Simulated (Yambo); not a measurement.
Sr$_{2}$GaSbO$_{6}$ (space group Fm-3m, No. 225), G0W0@LDA in Yambo; all else as in the reference (2×2×2 Γ-centred k mesh, 201 bands and a 7 Ry block in the screening, 201 bands in G with the Bruneval-Gonze terminator, plasmon pole fitted at 27.2 eV). One parameter is varied: the cutoff of the wavefunctions in Yambo, over 10, 20, 30, 50, 84 Ry.

From which value on does the gap Γ → Γ stay within 0.05 eV of the largest setting?

From 30 Ry on.
| cutoff of the wavefunctions in Yambo (Ry) | G0W0 gap (eV) | valence shift (eV) |
|---|---|---|
| 10 | 1.85 | -0.27 |
| 20 | 1.88 | -0.52 |
| 30 | 1.77 | -0.57 |
| 50 | 1.80 | -0.58 |
| 84 | 1.81 | -0.59 |
The last step of the sweep still moves the gap by 9 meV; the other settings are held fixed.

The standard potentials for Ga, Sb keep a d shell in the valence without the s and p states of that shell. In tests on such compounds this moved G0W0 gaps by up to about 0.9 eV, so absolute quasiparticle energies here are unreliable; differences between settings are what counts.

Spin-orbit coupling is not included.

Geometry of the Materials Project entry, not relaxed at this level; primitive cell a = 5.6409 Å, b = 5.6409 Å, c = 5.6409 Å, α = 60.00°, β = 60.00°, γ = 60.00°.

The structure is a Materials Project entry; no match was found in the copy of COD used, and its stability was not checked.

A shift is the quasiparticle energy of the state minus its LDA energy.
